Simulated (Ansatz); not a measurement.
Ag2O3: pressure against volume

A database entry relaxed whole under r2SCAN (Pn-3m):

```
Ag O
1.0
     5.02288    0.00000    0.00000
     0.00000    5.02288    0.00000
     0.00000    0.00000    5.02288
Ag O
4 6
Direct
  0.25000 0.25000 0.25000
  0.25000 0.75000 0.75000
  0.75000 0.75000 0.25000
  0.75000 0.25000 0.75000
  0.50000 0.00000 0.00000
  0.50000 0.00000 0.50000
  0.00000 0.50000 0.00000
  0.50000 0.50000 0.00000
  0.00000 0.50000 0.50000
  0.00000 0.00000 0.50000
```

The cell was scaled uniformly, its shape held, and the atoms relaxed at each volume with plane-wave PAW DFT (Ansatz 0.2.0; r2SCAN, 500 eV, 7×7×7 Γ-centred mesh, fermi-dirac occupations of width 0.100 eV; no spin, no spin-orbit coupling). One row is withheld.

| volume (Å³/atom) | energy over the lowest (meV/atom) | pressure (GPa) |
| --- | --- | --- |
| 11.912 | 23.0 | 10.74 |
| 12.166 | 9.5 | 6.72 |
| 12.419 | 2.1 | 3.16 |
| 12.672 | 0.0 | 0.00 |
| 12.926 | 2.6 | -2.79 |
| 13.179 | ? | ? |
| 13.433 | 19.8 | -7.43 |

Q: Fit the pressures of the other rows to the third-order Birch-Murnaghan form.

A: With f = [(V₀/V)^(2/3) − 1]/2 and P = 3B₀f(1 + 2f)^(5/2)[1 + 3(B₀′ − 4)f/2], least squares gives V₀ = 12.67 Å³ an atom, B₀ = 148 GPa and B₀′ = 5.1; the rows miss the fit by less than 0.01 GPa. The slope of the energies differs from these pressures by 0.23 GPa, since they are taken to zero smearing while pressures follow the free energy.

Q: What does the withheld row hold?

A: The fit gives -5.25 GPa at 13.179 Å³; the run gave -5.25 GPa and 9.3 meV an atom.

Caveats: the shape of the cell was held; 0 K, fixed nuclei; the symmetry was kept, and this need not be the phase that is stable at 0 K; one mesh for all volumes; the relaxed cell lies far from the entry, by an error of the functional or of the entry; pressure is positive in compression.
